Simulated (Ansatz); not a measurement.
Slab of hcp Sc (0001), 3 layers

The slab is cut from the hcp crystal, the stable phase, as relaxed on PAW files (24.66 Å³/atom), with 16 Å of vacuum and a dipole correction:

```xyz
3
Lattice="3.3200 0.0000 0.0000 -1.6600 2.8752 0.0000 0.0000 0.0000 21.1663" Properties=species:S:1:pos:R:3 pbc="T T T"
Sc    0.0000    0.0000    8.0000
Sc    0.0000    1.9168   10.5831
Sc    0.0000    0.0000   13.1663
```

Computed with Ansatz 0.2.0; functional PBE, scalar-relativistic. Settings: a Γ-centred 13×13×1 k mesh, Fermi–Dirac smearing of 0.05 eV, no spin polarisation. Methods: LAPW: all electrons, basis error target 1 meV/atom; PAW: frozen-core files, cutoff 420 eV.

The bulk energy comes from a cell in the slab's orientation on a 13×13×7 mesh. The surface energy is (E(slab) − N·E(bulk))/2A at zero smearing, the mean of both faces; thin slabs carry quantum-size effects.

The cell is 1×1, so reconstructions are forbidden, and in slabs of four or five layers the relaxations can be far larger than at a real surface.

Q: As cut, the LAPW slab lies 1.508 eV above 3 atoms of bulk. What surface energy is that?

A: Over two faces of 9.55 Å² it is 79.0 meV/Å², and times 16.02 J/m² per eV/Å² that gives γ = 1.265 J/m².

Q: What do relaxation and the other method give, and what work function comes out?

A: 

```
method  γ as cut (J/m²)  γ relaxed (J/m²)  Φ as cut (eV)  Φ relaxed (eV)
  LAPW            1.265             1.253           3.48            3.45
   PAW            1.265             1.252           3.48            3.45
```

Q: How do the spacings between the planes relax?

A: From the bottom face up: d12 -3.2 % of 2.583 Å, d23 -3.2 % of 2.583 Å.

Q: A field of 0.1 V/Å is applied along the normal, atoms held. What follows?

A: LAPW finds an induced dipole of 0.0546 e·Å a cell (PAW 0.0546), that is 10.35 Å for 4πα over the area, against 5.00 Å between the outer atoms.

Q: What changes if the images along the normal are cut off in place of the dipole correction?

A: LAPW then gives: no gap, work function 3.45 eV; PAW: no gap, work function 3.45 eV.

Q: A 2p core hole is made on one atom of each kind in every 1×1 cell (PAW hole dataset, neutral cell, valence without spin). What does it cost by layer?

A: layer 1 398.20 eV, layer 2 397.87 eV. Shifts between layers mean more than the absolute values, and a whole layer of holes screens otherwise than one hole.
